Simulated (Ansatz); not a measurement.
A distorted cell of Au (fcc, Cu type):

```yaml
crystal:
  lattice:
    - [0.00000, 4.12408, 4.12408]
    - [2.06204, 0.00000, 2.06204]
    - [2.06204, 2.06204, 0.00000]
  atoms:
    - { symbol: Au, position: [0.00000, 0.92971, 0.04539] }
    - { symbol: Au, position: [0.50000, 0.07029, 0.95461] }
```

Computed with r2SCAN (plane waves to 500 eV, PAW, scalar-relativistic; Ansatz, a first-principles code). k mesh 19×19×19 (Γ-centred), Fermi-Dirac smearing 0.05 eV. Stress and pressure are positive under compression. With partly filled bands, energies and forces of such displacements shift with the k mesh and the smearing. Au was relaxed with its symmetry unable to fall. Spin-orbit coupling is left out, though Au is heavy.

**Question.** Predict the force on every atom, in eV/Å.

**Answer.** 
```
atom      Fx      Fy      Fz
----  ------  ------  ------
Au1    0.156  -0.237   0.229
Au2   -0.156   0.237  -0.229
```

**Question.** Give the stress tensor in GPa and the pressure.

**Answer.** 
```
    2.9     -2.5     -1.9
   -2.5      1.9      1.6
   -1.9      1.6      0.0
```
The pressure, a third of the trace, is 1.6 GPa.

(For displaced atoms, the force is minus the slope of the energy, and its curvature is a force constant, which sets phonon frequencies.)
